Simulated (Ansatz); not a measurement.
NbRu (space group P4/mmm)

```yaml
crystal:
  lattice:
    - [2.99925, 0.00000, 0.00000]
    - [0.00000, 2.99925, 0.00000]
    - [0.00000, 0.00000, 3.37532]
  atoms:
    - { symbol: Nb, position: [0.00000, 0.00000, 0.00000] }
    - { symbol: Ru, position: [0.50000, 0.50000, 0.50000] }
```

The slice is a (001) plane (indices of the conventional cell) through the point (0.000, 0.000, 0.000) (fractional), spanned by u = [100] and v = [010] in vectors of this cell: u (3.00 Å) and v (3.00 Å, at 90° to u). It covers one period; positions are fractions (u, v).

Level of theory: LDA (plane waves to 420 eV, PAW, scalar-relativistic; Ansatz, a quantum-chemistry and plane-wave program). k mesh 15×15×14. These are valence fields of a PAW run, semicore shells included where kept as valence: close to a nucleus they are smooth pseudo fields. NbRu is run without spin polarisation. NbRu was relaxed with its symmetry unable to fall.

**Question.** Sketch the electrostatic potential energy of an electron, from the cell's mean on this plane as a map.

**Answer.** 
```
|xxxxxxxxxxxxxxxx000022445544220000xxxxxxxxxxxxxx|
|xxxxxxxxxxxxxxxx000033445544330000xxxxxxxxxxxxxx|
|xxxxxxxxxxxxxxxx000033556655330000xxxxxxxxxxxxxx|
|xxxxxxxxxxxxxx0000224466666644220000xxxxxxxxxxxx|
|xxxxxxxxxxxxxx0000335577777755330000xxxxxxxxxxxx|
|xxxxxxxxxxxx00003355667788776655330000xxxxxxxxxx|
|xxxxxxxx0000002255667788888877665522000000xxxxxx|
|xx0000000000335566778899999988776655330000000000|
|000000002233556677889999999999887766553322000000|
|222233334455667788999999999999998877665544333322|
|444444556677778899999999999999999988777766554444|
|555555666677888899999999999999999988887766665555|
|444444556677778899999999999999999988777766554444|
|222233334455667788999999999999998877665544333322|
|000000002233556677889999999999887766553322000000|
|xx0000000000335566778899999988776655330000000000|
|xxxxxxxx0000002255667788888877665522000000xxxxxx|
|xxxxxxxxxxxx00003355667788776655330000xxxxxxxxxx|
|xxxxxxxxxxxxxx0000335577777755330000xxxxxxxxxxxx|
|xxxxxxxxxxxxxx0000224466666644220000xxxxxxxxxxxx|
|xxxxxxxxxxxxxxxx000033556655330000xxxxxxxxxxxxxx|
|xxxxxxxxxxxxxxxx000033445544330000xxxxxxxxxxxxxx|
|xxxxxxxxxxxxxxxx000022445544220000xxxxxxxxxxxxxx|
|xxxxxxxxxxxxxxxxxx00224455442200xxxxxxxxxxxxxxxx|
```
Scale: ten equal steps from 7.00 (start of '0') to 15.86 (end of '9'), in the order '0123456789'. Values: electrostatic potential energy of an electron, from the cell's mean, in eV. The map has 24 points along u (two characters each, u = 0 at the left) and 24 along v (v = 0 in the bottom row). Points within 1 Å of a nucleus are blanked (x), as the pseudised field means little there. Values under 7 eV are set to 7. The zero, the cell's mean, hangs on the PAW cores.
